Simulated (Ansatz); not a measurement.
Relaxed-ion elastic tensor of AlRu₂C in space group P6_3/mmc (No. 194; Al on 2d, Ru on 4f, C on 2a) in GPa (Voigt order), the program Ansatz at the PBEsol level (PAW); density 8.46 g/cm³, 11.83 Å³ per atom.

```
 305   151   197   0.0   0.0   0.0
 151   305   197   0.0   0.0   0.0
 197   197   450   0.0   0.0   0.0
 0.0   0.0   0.0  69.9   0.0   0.0
 0.0   0.0   0.0   0.0  69.9   0.0
 0.0   0.0   0.0   0.0   0.0  77.2
```

Q: Is the crystal mechanically stable?

A: Yes: the smallest eigenvalue of C is 69.9 GPa.

Q: Work out the Voigt, Reuss and Hill averages.

A: K_V = 239, K_R = 225, K_H = 232; G_V = 77.8, G_R = 76.1, G_H = 76.9 GPa.

Q: Give Young's modulus, Poisson's ratio, Pugh's ratio and the universal anisotropy index.

A: E = 9KG/(3K + G) = 208 GPa; ν = 0.35; K/G = 3.01 (ductile by the Pugh limit of 1.75); A_U = 5G_V/G_R + K_V/K_R − 6 = 0.18.

Q: Estimate the sound speeds and the Debye temperature.

A: v_l = √((K + 4G/3)/ρ) = 6290 m/s, v_t = √(G/ρ) = 3020 m/s, mean 3390 m/s; Θ = (h/k)(3n/4πV)^(1/3) v_m = 443 K.

Q: How much does each axis shrink under pressure?

A: Linear compressibilities β_i = Σ_j S_ij (j = 1 to 3): x 2.0, y 2.0, z 0.48 per TPa.

The start of the workflow was typed in or built on a structure type; neither database checked (COD, Materials Project) lists it. Whether it is the stable phase at ambient conditions was not checked. The cell was relaxed with PBEsol under the symmetry of its start; its stability against distortions is not shown here. No spin polarisation was allowed. As this level gives no gap, shear constants depend on the k-mesh and smearing (Fermi–Dirac, 0.1 eV here). On the denser mesh and wider smearing of the elastic run this cell carries a stress of 0.4 GPa.

Potentials: the later of the program's two PAW sets.
